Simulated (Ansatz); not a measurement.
Si2W:
```
Si2W
1.0
   -1.60561     1.60561     3.90242
    1.60561    -1.60561     3.90242
    1.60561     1.60561    -3.90242
W Si
1 2
Direct
  0.00000   0.00000   0.00000
  0.33481   0.33481   0.00000
  0.66519   0.66519   0.00000
```

Relaxed with r²SCAN. Special points in fractions of this cell's reciprocal vectors: Γ (0.000, 0.000, 0.000); X (0.000, 0.000, 0.500); P (0.250, 0.250, 0.250); N (0.000, 0.500, 0.000); M (0.500, 0.500, -0.500); S (0.292, 0.708, -0.292); S0 (-0.292, 0.292, 0.292); R (-0.085, 0.085, 0.500); G (0.500, 0.500, -0.085).

Q: List the band energies nearest the Fermi level at these points for r²SCAN (plane waves, PAW; program Ansatz).

A: In eV from the Fermi level; about four levels below and three above (degenerate sets whole), none deeper than 8.9 eV; points with the same levels are listed once.

```csv
k,below,above
Γ,-3.85 -3.44 -3.08 -3.08,0.57 3.02 3.12
X,-5.70 -5.35 -3.49 -2.02,3.04 3.26 3.40
P,-6.99 -3.25 -2.67 -2.67,0.27 3.26 3.95
N,-5.24 -3.04 -2.90 -0.53,2.91 2.97 4.17
M,-0.98 -0.98 -0.56 -0.56,0.76 4.90 5.56
S,-3.21 -2.93 -2.65 -0.41,1.93 2.71 3.65
R,-5.48 -4.27 -3.34 -2.56,2.17 2.34 3.30
```

Space group I4/mmm (MoSi2 or CaC2 type). The r²SCAN relaxation kept the symmetry of its start; of distortions, only those at the zone centre were tested. The run is not spin-polarised. Scalar-relativistic: spin–orbit coupling is off unless named, which matters more the heavier the elements.

Potentials: the later of the program's two PAW sets.
